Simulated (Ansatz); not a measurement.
Here is the system:

CrGe:
```
CELL_PARAMETERS angstrom
      0.00000     2.50756     2.50756
      2.50756     0.00000     2.50756
      2.50756     2.50756     0.00000
ATOMIC_POSITIONS crystal
  Ge 0.00000 0.00000 0.00000
  Cr 0.50000 0.50000 0.50000
```
Starting moments (μB, in the order of the atoms Ge Cr): -0.3 2.5.

This is the PBE-relaxed structure.

Problem. All from DFT-PBE in the program Ansatz with PAW potentials, unless another level is named. Predict the electronic character.

Solution. metallic (no gap).

Problem. What about the density of states at the Fermi level?

Solution. 0.60 states/eV per atom (mean over ±0.08 eV).

Problem. Predict the formation energy from the elements (no fitted shifts).

Solution. 0.34 eV/atom.

Space group Fm-3m (rock salt). A made-up cell: these elements were put on the sites of a structure type; neither database checked (COD, Materials Project) lists it. Its standing as an ambient phase is unchecked. The PBE relaxation kept the symmetry of its start; whether a distortion lowers the energy is not shown. Magnetic state: ferromagnetic, chosen from 3 collinear starts compared on coarse meshes (ties went to the first, and starts can fall back to one state), not a proven ground state. The references are the lowest solids computed at this level, not always the standard phases. Spin–orbit coupling is left out wherever it is not named.

Potentials: the later of the program's two PAW sets.
